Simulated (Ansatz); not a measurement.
Input and command of a calculation in Ansatz (plane waves; scalar-relativistic PAW potentials unless the input names others):

```yaml
crystal:
  lattice:
    - [2.9162060726, 0.0, 0.0]
    - [0.0, 2.9162060726, 0.0]
    - [0.0, 0.0, 25.3103454465]
  atoms:
    - { symbol: Au, position: [0.5, 0.5, 0.2977505819] }
    - { symbol: Au, position: [0.0, 0.0, 0.3780133926] }
    - { symbol: Au, position: [0.5, 0.5, 0.4593827515] }
    - { symbol: Au, position: [0.0, 0.0, 0.5406173235] }
    - { symbol: Au, position: [0.5, 0.5, 0.621986617] }
    - { symbol: Au, position: [0.0, 0.0, 0.7022493335] }
basis:
  ecutwfc: 500
kpoints:
  mp_grid: { grid: [12, 12, 1] }
hamiltonian:
  xc: r2scan
scf:
  occupations: { method: gaussian, width: 0.1 }
  max_iter: 5
output:
  forces: true
  eigenvalues: true
efield:
  axis: 3
  dipole_correction: true
  ramp_width: 0.04
```

```bash
ansatz run input.yaml --threads 2 --pin off --max-ram 5120MiB --backend cpu --events-out ev --progress --plain --runs-dir out
```

Abridged log:
```
Basis set: ecut = 500 eV, 5493 PW (Γ), exchange–correlation on 96×96×768 points (64 copies of the dense FFT grid, shifted against one another)
Bands: 69, of which v1, the nominal top of the filled ones, is band 57 counted from 1 (56 counted from 0)
Symmetry: 8 space group operations
k-points: 28 of 144
SCF iter   1: F=—  HF=-78979.968555 eV  |F-HF|=—  |Δ(HF+E_count)|=         —  Δρ=1.05e-2  dr2=6.08e-1  dr2_τ=2.09e-2  ethr=1.77e-3  p=0.000 e·Å  D=1.71e-8 V/Å  ΔV_dip= 0.00 eV  dr2_dipole=8.86e-8  V_vac-E_F(+/−)=4.85/4.85 eV  ⟨swp⟩=7.0  Hψ=7950  notcnv=0  defer=62
efield: sawtooth ramp at fractional position 0.9800 (placed from the atoms, in the widest stretch of the axis that holds none; the zero of the levels goes with the place), width 0.0400; the density the first Hamiltonian is built on has a dipole p = 0.000 e·Å; the dipole correction subtracts the counter field D = 1.71e-8 V/Å, which shifts the + side's vacuum level by  0.00 eV against the − side's; the planar-averaged density in the ramp window peaks in size at 2.3e-5 e/Å³
SCF iter   2: F=—  HF=-78979.985238 eV  |F-HF|=—  |Δ(HF+E_count)|=   1.67e-2  Δρ=1.12e-2  dr2=2.49e-1  dr2_τ=3.51e-2  ethr=5.33e-4  p= 0.000 e·Å  D=-6.28e-7 V/Å  ΔV_dip=0.00 eV  dr2_dipole=4.72e-7  V_vac-E_F(+/−)=4.94/4.94 eV  ⟨swp⟩=3.4  Hψ=4352  notcnv=0  defer=156
SCF iter   3: F=—  HF=-78979.915445 eV  |F-HF|=—  |Δ(HF+E_count)|=   6.98e-2  Δρ=9.69e-4  dr2=1.38e-2  dr2_τ=9.35e-4  ethr=2.18e-4  p=0.000 e·Å  D=6.04e-6 V/Å  ΔV_dip= 0.00 eV  dr2_dipole=1.11e-7  V_vac-E_F(+/−)=4.99/4.99 eV  ⟨swp⟩=10.6  Hψ=14786  notcnv=0
SCF iter   4: F=—  HF=-78979.915556 eV  |F-HF|=—  |Δ(HF+E_count)|=   1.11e-4  Δρ=3.12e-4  dr2=7.26e-4  dr2_τ=4.22e-5  ethr=1.21e-5  p= 0.000 e·Å  D=-3.98e-7 V/Å  ΔV_dip=0.00 eV  dr2_dipole=8.34e-9  V_vac-E_F(+/−)=5.02/5.02 eV  ⟨swp⟩=7.0  Hψ=9944  notcnv=0
SCF iter   5: F=—  HF=-78979.915493 eV  |F-HF|=—  |Δ(HF+E_count)|=   6.35e-5  Δρ=1.45e-4  dr2=6.64e-5  dr2_τ=8.23e-6  ethr=6.36e-7  p=0.000 e·Å  D=6.82e-7 V/Å  ΔV_dip= 0.00 eV  dr2_dipole=3.56e-9  V_vac-E_F(+/−)=5.02/5.02 eV  ⟨swp⟩=6.2  Hψ=9637  notcnv=0
```

What is wrong with this input?

The fault is too few SCF iterations (scf.max_iter: not typed → 5, the first being the value of the sound run). Setting it back cures it. The log, from which this was withheld above, says: «Error: did not converge after 5 iterations: dr2 = 6.64e-5 (threshold 1.00e-7), under the density mixer `msr1`, which `scf.mixing.algorithm: auto` chose by the deck's other keys (type `scf.mixing.algorithm: msr1` to keep it); raise `scf.max_iter`, which need not help a stalled SCF, or adjust the mixing (`scf.mixing`) or, under a smearing, its width (`scf.occupations.width` …» The run stopped without converging. A reference run on usual settings, whose relaxation ended at this geometry, converged, and the end of its own relaxation has largest force 0.008 eV/Å, no gap on the mesh.

It took 17 s on 2 threads of Intel(R) Xeon(R) 6975P-C (Granite Rapids), on a shared host, peak memory 1 GiB.